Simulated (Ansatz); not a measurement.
**Zincblende alloy of CdTe and HgTe (8 of 32 Cd sites exchanged), 64 atoms**

Ansatz, PAW, plane waves. PBEsol relaxation of volume and atoms (shape held) at the single k point (¼, ¼, ¼) without its symmetry partners; single points on the relaxed atoms at the single k point (¼, ¼, ¼) without its symmetry partners, onto which points of the small cell's zone fold. Arrangement: clustered. No spin–orbit coupling unless named.

Relaxed structure:

```yaml
crystal:
  lattice:
    - [12.98933, 0.00000, 0.00000]
    - [0.00000, 12.98933, 0.00000]
    - [0.00000, 0.00000, 12.98933]
  atoms:
    - { symbol: Hg, position: [0.00110, 0.00138, 0.00149] }
    - { symbol: Hg, position: [0.00069, 0.99978, 0.50210] }
    - { symbol: Hg, position: [0.50110, 0.00032, 0.00053] }
    - { symbol: Hg, position: [0.75052, 0.25101, 0.00038] }
    - { symbol: Hg, position: [0.75027, 0.75039, 0.00048] }
    - { symbol: Hg, position: [0.75058, 0.00076, 0.25187] }
    - { symbol: Hg, position: [0.74985, 0.00006, 0.75064] }
    - { symbol: Hg, position: [0.99977, 0.75044, 0.75034] }
    - { symbol: Cd, position: [0.99968, 0.50025, 0.99927] }
    - { symbol: Cd, position: [0.99904, 0.49970, 0.49990] }
    - { symbol: Cd, position: [0.49948, 0.99918, 0.49967] }
    - { symbol: Cd, position: [0.49920, 0.49956, 0.99928] }
    - { symbol: Cd, position: [0.49917, 0.49947, 0.49948] }
    - { symbol: Cd, position: [0.25022, 0.25004, 0.99931] }
    - { symbol: Cd, position: [0.24996, 0.24968, 0.49935] }
    - { symbol: Cd, position: [0.24950, 0.74925, 0.99925] }
    - { symbol: Cd, position: [0.24894, 0.74919, 0.49936] }
    - { symbol: Cd, position: [0.74912, 0.25000, 0.50016] }
    - { symbol: Cd, position: [0.74899, 0.74914, 0.49891] }
    - { symbol: Cd, position: [0.25006, 0.99886, 0.25032] }
    - { symbol: Cd, position: [0.25026, 0.99913, 0.74977] }
    - { symbol: Cd, position: [0.24936, 0.49989, 0.24960] }
    - { symbol: Cd, position: [0.24933, 0.49950, 0.74929] }
    - { symbol: Cd, position: [0.74891, 0.50002, 0.24979] }
    - { symbol: Cd, position: [0.74877, 0.49951, 0.74959] }
    - { symbol: Cd, position: [0.99982, 0.25030, 0.25043] }
    - { symbol: Cd, position: [0.99945, 0.25016, 0.75003] }
    - { symbol: Cd, position: [0.99928, 0.74972, 0.24957] }
    - { symbol: Cd, position: [0.49933, 0.24985, 0.24970] }
    - { symbol: Cd, position: [0.49939, 0.24915, 0.74946] }
    - { symbol: Cd, position: [0.49895, 0.74943, 0.24897] }
    - { symbol: Cd, position: [0.49912, 0.74931, 0.74912] }
    - { symbol: Te, position: [0.12591, 0.12590, 0.12609] }
    - { symbol: Te, position: [0.12548, 0.12540, 0.62565] }
    - { symbol: Te, position: [0.12416, 0.62451, 0.12434] }
    - { symbol: Te, position: [0.12401, 0.62391, 0.62402] }
    - { symbol: Te, position: [0.62496, 0.12501, 0.12505] }
    - { symbol: Te, position: [0.62371, 0.12413, 0.62387] }
    - { symbol: Te, position: [0.62353, 0.62382, 0.12420] }
    - { symbol: Te, position: [0.62388, 0.62407, 0.62401] }
    - { symbol: Te, position: [0.37420, 0.37458, 0.12452] }
    - { symbol: Te, position: [0.37420, 0.37422, 0.62428] }
    - { symbol: Te, position: [0.37371, 0.87396, 0.12402] }
    - { symbol: Te, position: [0.37382, 0.87383, 0.62385] }
    - { symbol: Te, position: [0.87525, 0.37559, 0.12546] }
    - { symbol: Te, position: [0.87402, 0.37439, 0.62460] }
    - { symbol: Te, position: [0.87445, 0.87511, 0.12485] }
    - { symbol: Te, position: [0.87329, 0.87350, 0.62382] }
    - { symbol: Te, position: [0.37443, 0.12421, 0.37436] }
    - { symbol: Te, position: [0.37416, 0.12427, 0.87425] }
    - { symbol: Te, position: [0.37406, 0.62417, 0.37422] }
    - { symbol: Te, position: [0.37394, 0.62404, 0.87392] }
    - { symbol: Te, position: [0.87535, 0.12536, 0.37592] }
    - { symbol: Te, position: [0.87462, 0.12466, 0.87486] }
    - { symbol: Te, position: [0.87420, 0.62420, 0.37415] }
    - { symbol: Te, position: [0.87367, 0.62372, 0.87393] }
    - { symbol: Te, position: [0.12453, 0.37485, 0.37492] }
    - { symbol: Te, position: [0.12434, 0.37450, 0.87453] }
    - { symbol: Te, position: [0.12391, 0.87401, 0.37426] }
    - { symbol: Te, position: [0.12455, 0.87480, 0.87482] }
    - { symbol: Te, position: [0.62404, 0.37425, 0.37432] }
    - { symbol: Te, position: [0.62350, 0.37407, 0.87390] }
    - { symbol: Te, position: [0.62342, 0.87368, 0.37401] }
    - { symbol: Te, position: [0.62353, 0.87352, 0.87384] }
```

Question: What are the mean bond lengths by pair (pairs within 1.2 times the sum of covalent radii, less contacts 15 % beyond the pair's median; cation–cation pairs of compounds aside; long ionic contacts are cut short by that bound)?

Answer: Cd–Te 2.810 ± 0.005 Å (standard deviation, 96 bonds); Hg–Te 2.819 ± 0.010 Å (standard deviation, 32 bonds).

Question: What gap lies between the top filled and the lowest empty level in the single points?

Answer: HSE06 2.15 eV (2.9 min on NVIDIA H100). Away from Γ this isn't the crystal's band gap.
